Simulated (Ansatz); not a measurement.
Values for one crystal, relaxed and computed with the program Ansatz at the r²SCAN level (PAW); other levels are named.

```yaml
volume_per_atom: 17.20 Å³
electronic_character: metallic (no gap)
Density of states at the Fermi level: 2.1 states/eV per atom (mean over ±0.08 eV)
Bulk modulus (Birch–Murnaghan fit): 111 GPa
mechanical_stability: unstable (C has a negative eigenvalue)
dynamical_stability_on_the_path: unstable, down to 166i cm⁻¹
Elastic constants (relaxed ions, GPa): C11 = 86.5, C12 = 123, C44 = 42.2
```

Task: Pick the material that matches.
A) Cr, bcc (W type)
B) Be, bcc (W type)
C) Ni, bcc (W type)
D) Ti, bcc (W type)

Result: D, Ti, bcc (W type)

Space group Im-3m (bcc (W type)). This is a known high-temperature phase of the composition, computed here at zero pressure and temperature. The cell was relaxed with r²SCAN under the symmetry of its start. The run is not spin-polarised. As this level gives no gap, shear constants depend on the k-mesh and smearing (Fermi–Dirac, 0.1 eV here). As this level gives no gap, phonon frequencies hold no LO–TO term and depend on the k-mesh and smearing (Fermi–Dirac, 0.1 eV here). On the denser mesh and wider smearing of the elastic run this cell carries a stress of 0.5 GPa.

Potentials: the earlier of the program's two PAW sets.
